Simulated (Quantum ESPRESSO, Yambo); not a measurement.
## Quasiparticle gap of BaTe

```
CELL_PARAMETERS angstrom
      0.00000     3.46944     3.46944
      3.46944     0.00000     3.46944
      3.46944     3.46944     0.00000
ATOMIC_POSITIONS crystal
  Te 0.50000 0.50000 0.50000
  Ba 0.00000 0.00000 0.00000
```

Cell and atoms were relaxed with PBEsol from Materials Project entry mp-1000, within its symmetry.

Starting point: PBE (stringent potentials; pw.x of Quantum ESPRESSO, ONCV potentials, without SOC). G0W0 in Yambo: 4×4×4 Γ-centred k mesh, bands 5 to 288 and a 12 Ry block in the screening, 288 bands in G with the Bruneval-Gonze terminator, plasmon pole fitted at 27.2 eV.

```
Quantity                                          Value
----------------------------------------------  -------
PBE gap along the band path                     1.55 eV
PBE gap between the mesh's edge points (Γ → X)  1.55 eV
G0W0 gap between the same points                2.51 eV
PBE smallest direct gap on the mesh (at X)      1.90 eV
G0W0 direct gap at that point                   2.93 eV
```

```
k point  band  E PBE (eV)  E QP (eV)  shift (eV)     Z
-------  ----  ----------  ---------  ----------  ----
Γ          VB        0.00      -0.97       -0.97  0.80
Γ          CB        3.00       3.11        0.11  0.81
L          VB       -1.11      -2.19       -1.08  0.80
L          CB        4.18       4.25        0.07  0.82
X          VB       -0.35      -1.39       -1.04  0.80
X          CB        1.55       1.54       -0.01  0.82
W          VB       -0.90      -2.00       -1.10  0.80
W          CB        3.54       3.68        0.13  0.81
```

Energies count from the PBE valence-band maximum.

Nearest settings tried, and what they do to the gap: 152 bands in G: +3 meV; 152 bands in W, 152 bands in G: -39 meV; 7 Ry block (181 vectors against 459): -64 meV. Not varied: mesh. So the settings aren't converged at that level.

Without spin-orbit coupling, band edges of such heavy elements can be off by tenths of an eV.
